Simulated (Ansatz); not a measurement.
Space group Fm-3m (No. 225). a = 7.331 Å, b = 7.331 Å, c = 7.331 Å, α = 90.00°, β = 90.00°, γ = 90.00°
```
atom site symmetry x y z
  In    8c      -43m  0.2500  0.7500  0.7500
  In    4b m-3m  0.5000  0.0000  0.0000
  Ga    4a m-3m  0.0000  0.0000  0.0000
```

Equation of state of this In3Ga structure (not necessarily the ground state), with shape and atoms relaxed at each volume where symmetry leaves them free. It has no gap at any of these volumes. Level of theory: DFT r2SCAN, scalar-relativistic, plane waves, PAW (Ansatz 0.2.0).

Plane waves to 500 eV, a k mesh through Γ of 10×10×10 on the computed 4-atom cell and Gaussian smearing (0.10 eV); no spin polarisation.

```
V (Å³/atom) E − E(largest V) (meV/atom) P (GPa)
     23.150                         3.26     3.08
     23.889                        -6.78     1.40
     24.627                        -9.83     0.03
     25.366                        -7.25    -1.10
     26.105                         0.00    -2.05
```

Q: Fit a third-order Birch–Murnaghan equation to E(V).

A: V0 = 24.63 Å³/atom, B0 = 41 GPa, B0' = 5.7.

Cost: 5 runs of about 1.8 core-minutes in all, on Arm Neoverse V2 (shared hosts).